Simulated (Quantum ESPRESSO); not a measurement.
Rb2NaAlF6 is taken in the cubic space group Fm-3m (No. 225), Pearson symbol cF40. Lattice parameters: a = b = c = 8.4493 Å, α = β = γ = 90.00°. F on 24e is surrounded by 1 Al at 1.850 Å and 1 Na at 2.375 Å and 4 Rb at 2.999 Å (octahedral). Na on 4b sees 6 F at 2.375 Å (octahedral). Al on 4a sees 6 F at 1.850 Å (octahedral). Rb on 8c sees 12 F at 2.999 Å. (Neighbours: up to the widest gap in distance over summed covalent radii, below 1.35, at either atom; cation-cation contacts left out.)
(The calculation used a cell of 10 atoms; values per cell refer to that cell.)

The geometry is that of Materials Project entry mp-1079583, symmetrised and not relaxed again.

### Question
What does norm-conserving LDA (Quantum ESPRESSO, 88 Ry, no spin-orbit coupling) give for the electronic structure near the Fermi level?

### Answer
The LDA gap is direct, 6.45 eV at Γ. Another valence extremum on the path lies within 0.02 eV, too close to call. 

The structure is a Materials Project entry; no match was found in the copy of COD used, and its stability was not checked.
